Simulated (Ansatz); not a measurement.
All numbers below come from DFT PBE, scalar-relativistic, plane waves, PAW in Ansatz 0.2.0. Settings: cutoff 420 eV, Γ-centred meshes spaced at most about 0.3 Å⁻¹ (2π included), Gaussian smearing. No spin polarisation in the final relaxations.

Temperature and zero-point effects are left out.

Two relaxed structures of Ga3BAs4:

1.

```
CELL_PARAMETERS angstrom
3.89340 0.00000 0.00000
0.00000 3.90115 5.55081
0.00000 -3.90115 5.55081
ATOMIC_POSITIONS crystal
Ga 0.50000 0.00025 0.50108
Ga 0.50000 0.50108 0.00025
Ga 0.00000 0.49863 0.49863
B 0.00000 0.99696 0.99696
As 0.50000 0.10694 0.10694
As 0.00000 0.11289 0.65878
As 0.00000 0.65878 0.11289
As 0.50000 0.62449 0.62449
```

2.

```
CELL_PARAMETERS angstrom
-2.75870 2.75870 5.47556
2.75870 -2.75870 5.47556
2.75870 2.75870 -5.47556
ATOMIC_POSITIONS crystal
Ga 0.00000 0.00000 0.00000
Ga 0.25000 0.75000 0.50000
Ga 0.75000 0.25000 0.50000
B 0.50000 0.50000 0.00000
As 0.60567 0.60567 0.44070
As 0.16496 0.16496 0.55930
As 0.83504 0.39433 0.00000
As 0.39433 0.83504 0.00000
```

Question: Which is lower in energy, and by how much?

Answer: Cell 2 is lower, by 69 meV/atom. Cell 1 has Ga and B ordered on zinc blende sites, space group Amm2 (No. 38), 21.1 Å³/atom and a gap of 0.07 eV on its mesh; cell 2 has Ga and B ordered on zinc blende sites, space group I-42m (No. 121), 20.8 Å³/atom and a gap of 0.66 eV. Counting As atoms around B and Ga (those within 1.25 times the shortest such distance or 1.15 times the sum of covalent radii), cell 1 and cell 2 both have Ga 4, B 4. Both come from invented guesses.

Kohn–Sham gaps at this level usually fall short of measured ones. Cells relaxed within their symmetry can be saddle points.
